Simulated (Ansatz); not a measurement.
Input:

PbS:
```
CELL_PARAMETERS angstrom
      0.00000     2.98717     2.98717
      2.98717     0.00000     2.98717
      2.98717     2.98717     0.00000
ATOMIC_POSITIONS crystal
  S  0.00000 0.00000 0.00000
  Pb 0.50000 0.50000 0.50000
```

This is the r²SCAN-relaxed structure.

### Question
All from plane-wave PAW r²SCAN (Ansatz code), unless another level is named. Estimate the hole effective mass with spin–orbit coupling.

### Answer
0.060, 0.060, 0.094 mₑ (principal values).

### Question
Predict the gap with spin–orbit coupling.

### Answer
0.20 eV.

### Question
And the band gap?

### Answer
0.69 eV (direct).

### Question
Give the electron effective mass with spin–orbit coupling.

### Answer
0.062, 0.062, 0.088 mₑ (principal values).

### Question
Next, the formation energy from the elements (no fitted shifts)?

### Answer
-0.66 eV/atom.

Space group Fm-3m (rock salt). The cell was relaxed with r²SCAN under the symmetry of its start; of distortions, only those at the zone centre were tested. The references are the lowest solids computed at this level, not always the standard phases. Spin–orbit coupling is left out wherever it is not named.

Potentials: the later of the program's two PAW sets.
